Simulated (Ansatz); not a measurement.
Values for one crystal, relaxed and computed with r²SCAN in the plane-wave PAW code Ansatz; other levels are named.

- Volume per atom = 10.72 Å³
- Electronic character = metallic (no gap)
- Formation energy from the elements (no fitted shifts) = -0.34 eV/atom
- Density of states at the Fermi level = 0.55 states/eV per atom (mean over ±0.08 eV)

Which compound is it?
A. ZrCuGe, Pnma (Zr on 4c, Cu on 4c, Ge on 4c)
B. SiNi6Ge, P4/mmm (Pearson symbol tP8)
C. Nb5Si3, I4/mcm (Nb on 16l, Nb on 4c, Si on 8h, Si on 4a)
D. Si3Mo5, I4/mcm (Si on 8h, Si on 4a, Mo on 16k, Mo on 4b)

B, SiNi6Ge, P4/mmm (Pearson symbol tP8)

The first step of the workflow began from a Materials Project structure, measured or hypothetical; the Crystallography Open Database copy checked does not list it. With Si and Ge taken as one species the cell has the higher symmetry Pm-3m, so it may be an ordered model of a mixed-site phase. Whether it is the stable phase at ambient conditions was not checked. The cell was relaxed with r²SCAN under the symmetry of its start; its stability against distortions is not shown here. No spin polarisation was allowed. The references are the lowest solids computed at this level, not always the standard phases. Scalar-relativistic: spin–orbit coupling is off unless named, which matters more the heavier the elements.

Potentials: the earlier of the program's two PAW sets.
